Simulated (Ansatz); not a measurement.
**Pt: two-dimensional strain map**

Computed with Ansatz, DFT LDA, scalar-relativistic, plane waves, PAW. Settings: plane waves to 520 eV, k-mesh 22×22×22 (Γ-centred), Gaussian smearing 0.15 eV. Spin–orbit coupling is left out, which can shift energies with elements as heavy as these. No spin polarisation. Energies are free energies at this smearing, counted from the undisturbed cell; pressure is positive in compression.

The starting cell (as given, not relaxed at this level; it stands at -15.9 GPa; this bcc form isn't the usual structure):

```yaml
crystal:
  lattice:
    - [-1.58422, 1.58422, 1.58422]
    - [1.58422, -1.58422, 1.58422]
    - [1.58422, 1.58422, -1.58422]
  atoms:
    - { symbol: Pt, position: [0.00000, 0.00000, 0.00000] }
```

The cell is strained by p along both x and y and by q along z, fractional coordinates fixed. Points are written (p, q). At -16 GPa the given cell is far from its own equilibrium, so these figures belong to a strongly strained crystal.

Energy above the undisturbed cell in meV/atom (a dash: not computed):

| p \ q | -0.030 | -0.015 | 0.000 | 0.015 | 0.030 |
| --- | --- | --- | --- | --- | --- |
| -0.030 | -41.2 | -50.8 | -55.2 | -54.6 | -49.2 |
| -0.015 | ? | -47.5 | -37.9 | -24.4 | -7.1 |
| 0.000 | -40.7 | -22.0 | 0.0 | 25.2 | ? |
| 0.015 | -8.2 | 22.4 | 55.6 | 91.2 | 129.0 |
| 0.030 | 42.1 | ? | 126.3 | ? | 217.6 |

Problem. Fill in the withheld energies.

Solution. (-0.015, -0.030): -52.8; (0.000, 0.030): 53.3; (0.030, -0.015): 83.2; (0.030, 0.015): 171.2.

Cost: 25 runs of about 3.5 core-minutes in all, on Arm Neoverse V2 (shared hosts).